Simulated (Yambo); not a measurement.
**How GW settings move the gap: InP**

G0W0@PBE for InP (zinc blende, space group F-43m, No. 216) in Yambo. Reference settings: 4×4×4 Γ-centred k mesh, bands 5 to 225 and a 15 Ry block in the screening, 225 bands in G with the Bruneval-Gonze terminator, plasmon pole fitted at 27.2 eV. The PBE gap Γ → Γ on this mesh is 0.65 eV; G0W0 gaps are taken between the same points.

| change from the reference | G0W0 gap Γ → Γ (eV) | shift of the valence edge (eV) | rough Yambo cost |
|---|---|---|---|
| reference settings | 1.36 | -0.75 | 1 |
| 118 bands in W, 118 bands in G | 1.36 | -0.67 | about 1/2 |
| 118 bands in G | 1.36 | -0.76 | – |
| 9 Ry block | 1.36 | -0.70 | about 1/2 |
| no terminator | 1.36 | -0.72 | – |

The reference isn't shown to be the converged limit. Costs are rough (shared machines), scaled to the same edge states, and given only for runs that recompute the screening.

Spin-orbit splittings are left out.

Geometry relaxed with PBEsol; primitive cell a = b = c = 4.159 Å, α = β = γ = 60.00°.

A shift is the quasiparticle energy of the state minus its PBE energy.

The potentials are those of PseudoDojo's stringent table.
